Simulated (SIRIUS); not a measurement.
Consider a self-consistent single point of a model cell of Ca (Pm-3n, 8 atoms in the cell; prototype structure).

```
CELL_PARAMETERS angstrom
      6.93538     0.00000     0.00000
      0.00000     6.93538     0.00000
      0.00000     0.00000     6.93538
ATOMIC_POSITIONS crystal
  Ca 0.25000 0.00000 0.50000
  Ca 0.75000 0.00000 0.50000
  Ca 0.00000 0.50000 0.25000
  Ca 0.00000 0.50000 0.75000
  Ca 0.50000 0.25000 0.00000
  Ca 0.50000 0.75000 0.00000
  Ca 0.00000 0.00000 0.00000
  Ca 0.50000 0.50000 0.50000
```

All values come from this method and carry its errors: PBE, PseudoDojo 0.5 standard norm-conserving PBE (tails mended) pseudopotentials (plane waves; SIRIUS).

SIRIUS settings:

```
setting                                                                                                       value
--------------------------------------  ---------------------------------------------------------------------------
parameters.ngridk                                                                                             4 4 4
parameters.xc_functionals                                                              [XC_GGA_X_PBE, XC_GGA_C_PBE]
parameters.gk_cutoff                                                                                   8.246 1/bohr
parameters.pw_cutoff                                                                                  16.493 1/bohr
parameters.smearing                                                                                     fermi_dirac
parameters.smearing_width                                                                             0.00367493 Ha
potentials                              PseudoDojo 0.5 standard norm-conserving PBE (tails mended) pseudopotentials
parameters.electronic_structure_method                                                              pseudopotential
parameters.num_bands                                                                                             48
parameters.num_mag_dims                                                                                           0
parameters.num_dft_iter                                                                                         100
parameters.energy_tol                                                                                      1e-07 Ha
parameters.density_tol                                                                                        1e-06
mixer.type                                                                                                 anderson
mixer.beta                                                                                                      0.3
mixer.use_hartree                                                                                             false
```

Results:

- Number of valence electrons: 80
- Number of bands: 48
- Number of k-points after the program's reduction: 10
- Number of plane waves (most at a k-point): 21368
- Number of SCF iterations: 33
- FFT grid: 72 × 72 × 72
- Free energy E − TS: -8427.1609 eV
- Fermi level (on the code's own zero): 5.14 eV
- Pressure: 0.32 GPa

Stress (GPa, positive for compression):
```
0.32  0.00  0.00
0.00  0.32  0.00
0.00  0.00  0.32
```

For comparison: a first run was changed to give this one (lattice scaled by 0.98), and from it to this one the free energy falls by 2.8 meV/atom and the pressure goes from -0.65 to 0.32 GPa.

Lattice and positions were typed or generated, without prior relaxation.

Cost on one core: roughly 6 core-minutes.

“Tails mended”: in these copies of the files the far tail of each local potential was reset to the Coulomb form.
